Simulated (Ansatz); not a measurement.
### Question
Ru (hcp (Mg type), P6_3/mmc) is relaxed with PBE+D3(BJ) (plane waves, PAW; program Ansatz). What lattice parameters of the conventional cell result?

### Answer
a = 2.698 Å, c = 4.265 Å.

The cell was relaxed with PBE+D3(BJ) under the symmetry of its start. No spin polarisation was allowed. The pairwise dispersion correction was not fitted to metals. Axis ratios of metals converge slowly with the k-mesh, so a and c are less sure than the volume.

Potentials: the later of the program's two PAW sets.
